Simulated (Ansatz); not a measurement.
Sn (bcc): energy against volume

These are results of Ansatz, DFT, r2SCAN, plane waves (500 eV) with PAW, scalar-relativistic, not measurements. The PAW files were generated under PBE, with cores re-solved for the functional.

The cell is scaled uniformly from the relaxed one, with fractional coordinates and shape fixed. Energies are extrapolated to zero smearing, pressures are those at the given smearing. Magnetic state: spin not included.

A Birch-Murnaghan fit gives V₀ = 26.99 Å³/atom, B₀ = 51 GPa, B₀′ = 4.8.

Question: What are the energy above the minimum and the pressure at 24.697 Å³/atom?

Answer: 36.8 meV/atom and 5.64 GPa as computed.

Question: What are the energy above the minimum and the pressure at 25.770 Å³/atom?

Answer: 9.6 meV/atom and 2.66 GPa as computed.

Question: What are the energy above the minimum and the pressure at 27.918 Å³/atom?

Answer: 4.7 meV/atom and -1.57 GPa as computed.
